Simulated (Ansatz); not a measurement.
AlInN2:
```yaml
crystal:
  lattice:
    - [-2.34917, 2.34917, 4.60295]
    - [2.34917, -2.34917, 4.60295]
    - [2.34917, 2.34917, -4.60295]
  atoms:
    - { symbol: Al, position: [0.75000, 0.25000, 0.50000] }
    - { symbol: Al, position: [0.00000, 0.00000, 0.00000] }
    - { symbol: In, position: [0.25000, 0.75000, 0.50000] }
    - { symbol: In, position: [0.50000, 0.50000, 0.00000] }
    - { symbol: N, position: [0.67222, 0.12500, 0.04722] }
    - { symbol: N, position: [0.87500, 0.92222, 0.54722] }
    - { symbol: N, position: [0.07778, 0.62500, 0.95278] }
    - { symbol: N, position: [0.37500, 0.32778, 0.45278] }
```

Relaxed with PBEsol. Special points in fractions of this cell's reciprocal vectors: Γ (0.000, 0.000, 0.000); X (0.000, 0.000, 0.500); P (0.250, 0.250, 0.250); N (0.000, 0.500, 0.000); M (0.500, 0.500, -0.500); S (0.315, 0.685, -0.315); S0 (-0.315, 0.315, 0.315); R (-0.130, 0.130, 0.500); G (0.500, 0.500, -0.130).

**Question.** List the band energies nearest the valence-band maximum at these points for PBEsol in the plane-wave PAW code Ansatz.

**Answer.** In eV from the valence-band maximum; about four levels below and three above (degenerate sets whole), none deeper than 8.9 eV; points with the same levels are listed once.

```json
[
 {"k": "Γ", "below": "-1.80 -1.80 -0.13 -0.13 0.00", "above": "1.37 2.98 5.85 5.85"},
 {"k": "X", "below": "-0.52 -0.52 -0.38 -0.38", "above": "4.23 4.23 6.32 6.32"},
 {"k": "P", "below": "-0.77 -0.77 -0.37 -0.37", "above": "4.37 4.37 6.04 6.04"},
 {"k": "N", "below": "-1.28 -1.26 -0.81 -0.51", "above": "4.44 4.58 5.73"},
 {"k": "M", "below": "-1.38 -1.38 -0.83 -0.83", "above": "3.61 3.61 3.80 3.80"},
 {"k": "S", "below": "-1.55 -1.50 -0.65 -0.34", "above": "4.02 4.95 5.03"},
 {"k": "R", "below": "-0.65 -0.65 -0.53 -0.53", "above": "4.32 4.32 6.14 6.14"}
]
```

Space group I-42d (chalcopyrite). The first step of the workflow began from a Materials Project structure, measured or hypothetical; the Crystallography Open Database copy checked does not list it. Whether it is the stable phase at ambient conditions was not checked. The cell was relaxed with PBEsol under the symmetry of its start; its stability against distortions is not shown here. Scalar-relativistic: spin–orbit coupling is off unless named, which matters more the heavier the elements.

Potentials: the later of the program's two PAW sets.
